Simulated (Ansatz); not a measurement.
Data:

CuPd in space group R-3m (No. 166; Cu on 3a, Pd on 3b), a = 2.6828 Å, b = 2.6828 Å, c = 12.6202 Å, α = 90.00°, β = 90.00°, γ = 120.00°; the cell used has 2 atoms.

This is the PBEsol-relaxed structure.

Problem. All from DFT-PBEsol in the program Ansatz with PAW potentials, unless another level is named. Give the formation energy from the elements (no fitted shifts).

Solution. -0.081 eV/atom.

Problem. Next, the density of states at the Fermi level?

Solution. 0.48 states/eV per atom (mean over ±0.08 eV).

The workflow started from a Materials Project entry (that database holds measured and hypothetical structures alike); the Crystallography Open Database copy checked does not list it. COD files the formula under space group No. 221. With Cu and Pd taken as one species the cell has the higher symmetry Fm-3m, so it may be an ordered model of a mixed-site phase. Its standing as an ambient phase is unchecked. Symmetry was held in the PBEsol relaxation; whether a distortion lowers the energy is not shown. The run is not spin-polarised. Axis ratios of metals converge slowly with the k-mesh, so a and c are less sure than the volume. The references are the lowest solids computed at this level, not always the standard phases. Scalar-relativistic: spin–orbit coupling is off unless named, which matters more the heavier the elements.

Potentials: the later of the program's two PAW sets.
